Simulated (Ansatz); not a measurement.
# Exchange couplings of CrRh3 (Pm-3m)

The geometry is a structure from the Materials Project, held fixed and not relaxed.

Settings: PBEsol, 8×8×8 k mesh, Fermi–Dirac smearing of 0.05 eV. PAW means Ansatz 0.2.0 on its default frozen-core files. Site moments are integrated in spheres about the atoms.

The input and its command:

```yaml
crystal:
  lattice:
    - [3.7905530633, 0.0, 0.0]
    - [0.0, 3.7905530633, 0.0]
    - [0.0, 0.0, 3.7905530633]
  atoms:
    - { symbol: Cr, position: [0.0, 0.0, 0.0], spin: 1.8 }
    - { symbol: Rh, position: [0.0, 0.5, 0.5], spin: -0.2 }
    - { symbol: Rh, position: [0.5, 0.5, 0.0], spin: -0.2 }
    - { symbol: Rh, position: [0.5, 0.0, 0.5], spin: -0.2 }
magnetization:
  spin_polarized: true
kpoints:
  mp_grid: { grid: [8, 8, 8] }
  band_path:
    path:
      - [0.0, 0.0, 0.0]
      - [0.0, 0.5, 0.0]
      - [0.5, 0.5, 0.0]
      - [0.0, 0.0, 0.0]
      - [0.5, 0.5, 0.5]
      - [0.0, 0.5, 0.0]
      - [0.5, 0.5, 0.5]
      - [0.5, 0.5, 0.0]
    npoints: 8
scf:
  occupations: { method: fermi_dirac, width: 0.05 }
  lower_state_search: "off"
hamiltonian:
  xc: pbesol
  pseudopotentials: { kind: paw }
output:
  eigenvalues: false
  eigenstates:
    nscf_kmesh: { grid: [8, 8, 8] }
    top_band: c44
    exchange_couplings: { magnetic: [{ species: Cr }] }
```

Command: `ansatz run input.yaml --threads 2 --pin off --max-ram 6144MiB --backend cpu --events-out ev --progress --plain --runs-dir out`

Site moments (μB): Cr1 1.82, Rh2 -0.21, Rh3 -0.21, Rh4 -0.21. Cell moment 1.27 μB.

Couplings come from the force theorem (directions of the magnetic atoms constrained, all else relaxed) on a 8×8×8 mesh, with E = −Σ J e_i·e_j over ordered pairs of unit vectors, so positive J favours parallel moments.

```json
{"pair": "Cr1–Cr at 3.79 Å", "count": "6", "J PAW (meV)": "+4.17"}
{"pair": "Cr1–Cr at 5.36 Å", "count": "12", "J PAW (meV)": "+4.80"}
{"pair": "Cr1–Cr at 6.57 Å", "count": "8", "J PAW (meV)": "-1.88"}
{"pair": "Cr1–Cr at 7.58 Å", "count": "6", "J PAW (meV)": "-0.33"}
{"pair": "Cr1–Cr at 8.48 Å", "count": "24", "J PAW (meV)": "+0.53"}
{"pair": "Cr1–Cr at 9.28 Å", "count": "24", "J PAW (meV)": "-0.07"}
{"pair": "Cr1–Cr at 10.72 Å", "count": "12", "J PAW (meV)": "+0.06"}
{"pair": "Cr1–Cr at 11.37 Å, set 1", "count": "6", "J PAW (meV)": "+0.11"}
{"pair": "Cr1–Cr at 11.37 Å, set 2", "count": "24", "J PAW (meV)": "-0.05"}
{"pair": "Cr1–Cr at 11.99 Å", "count": "24", "J PAW (meV)": "+0.14"}
{"pair": "Cr1–Cr at 12.57 Å", "count": "24", "J PAW (meV)": "-0.12"}
{"pair": "Cr1–Cr at 13.13 Å", "count": "8", "J PAW (meV)": "-0.38"}
{"pair": "Cr1–Cr at 13.67 Å", "count": "24", "J PAW (meV)": "-0.03"}
{"pair": "Cr1–Cr at 14.18 Å", "count": "48", "J PAW (meV)": "+0.07"}
```

Pairs at one distance with different couplings are listed as sets.

Task: What ordering temperature follows for classical moments?

Result: 605 K in mean field, and 509 K by Tyablikov's decoupling, from all shells, not only those listed. Mean field overestimates it as a rule, and the couplings show only that this order is stable against small turns, not that no other order lies lower.

The couplings come from one mesh, and their convergence in k wasn't tested.

The PAW files were made with PBE; the program remakes their cores once for the run's functional and then keeps them frozen. The Ansatz runs typed with the search for lower states off end where their start leads. None of this fixes the real material's magnetic order: only patterns that fit the cell were computed, without spin fluctuations and on one mesh and smearing, with a functional that can overstate moments.
